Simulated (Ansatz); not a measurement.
The calculation used Ansatz, DFT PBE, scalar-relativistic, plane waves, PAW. All cells share a 420 eV cutoff and Γ-centred k meshes spaced at most about 0.3 Å⁻¹ (about 0.25 or finer for metals, 2π included). No spin polarisation in the final relaxations.

All energies are static (0 K, no zero-point motion). All come from trial cells, and lower structures may exist.

Question: Which of these relaxed structures of Al3Rh2 is the lowest in energy?
A.

Space group P-6m2 (No. 187). a = 4.140 Å, b = 4.140 Å, c = 5.262 Å, α = 90.00°, β = 90.00°, γ = 120.00°
```
atom  site  symmetry       x       y       z
  Al    2g       3m. 0.0000  0.0000  0.7391
  Al    1e      -6m2  0.6667  0.3333  0.0000
  Rh    1f      -6m2  0.6667  0.3333  0.5000
  Rh    1c      -6m2  0.3333  0.6667  0.0000
```

B.

Space group P4mm (No. 99). a = 3.737 Å, b = 3.737 Å, c = 6.116 Å, α = 90.00°, β = 90.00°, γ = 90.00°
```csv
atom,site,symmetry,x,y,z
Al,1a,4mm,0.0000,0.0000,0.8337
Al,2c,2mm.,0.5000,0.0000,0.4838
Rh,1a,4mm,0.0000,0.0000,0.2305
Rh,1b,4mm,0.5000,0.5000,0.7842
```

C.

Space group P6/mmm (No. 191). a = 4.178 Å, b = 4.178 Å, c = 7.822 Å, α = 90.00°, β = 90.00°, γ = 120.00°
```tsv
atom	site	symmetry	x	y	z
Al	2e	6mm	0.0000	0.0000	0.1697
Al	1b	6/mmm	0.0000	0.0000	0.5000
Rh	2c	-6m2	0.3333	0.6667	0.0000
```

D.

Space group Pn-3m:1 (No. 224). a = 5.740 Å, b = 5.740 Å, c = 5.740 Å, α = 90.00°, β = 90.00°, γ = 90.00°
```
atom  site  symmetry       x       y       z
  Al    6d     -42.m  0.0000  0.5000  0.5000
  Rh    4b      .-3m  0.2500  0.2500  0.2500
```

Answer: A. It has space group P-6m2 (No. 187); the next, B, with space group P4mm (No. 99), lies 72 meV/atom higher. Counting all near atoms (those within 1.25 times the shortest distance at each site; a plus sign parts nearer from farther groups; a slash parts the counts of unlike sites), the lowest has Al 11/3+8, Rh 8/3+6 and the next has Al 9/10, Rh 5/8.

Cells relaxed within their symmetry can be saddle points. Some candidate types were left out of the draw beforehand, so a known form may be missing.
